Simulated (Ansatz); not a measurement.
**LiPbF₃ (Pm-3m) at 2 levels of theory**

One geometry, relaxed with PBE; plane waves with PAW potentials in Ansatz, scalar-relativistic. No spin polarisation. Gaps are the least over mesh and band path; pressure is positive in compression, and isn't given for hybrids.

```
CELL_PARAMETERS angstrom
3.93055 0.00000 0.00000
0.00000 3.93055 0.00000
0.00000 0.00000 3.93055
ATOMIC_POSITIONS crystal
Li 0.00000 0.00000 0.00000
Pb 0.50000 0.50000 0.50000
F 0.50000 0.00000 0.00000
F 0.00000 0.50000 0.00000
F 0.00000 0.00000 0.50000
```

```csv
level,cutoff (eV),k mesh,gap (eV),pressure (GPa)
PBE,420,6×6×6,3.89,0.0
```

Q: What comes out on the same cell with HSE06?

A:
| level | cutoff (eV) | k mesh | gap (eV) | pressure (GPa) |
| --- | --- | --- | --- | --- |
| HSE06 | 420 | 4×4×4 | 5.29 | - |

Spin-orbit coupling matters for the bands of heavy elements and is left out.

It was reached by relaxing an invented guess, and it needn't be the stable form of this composition.
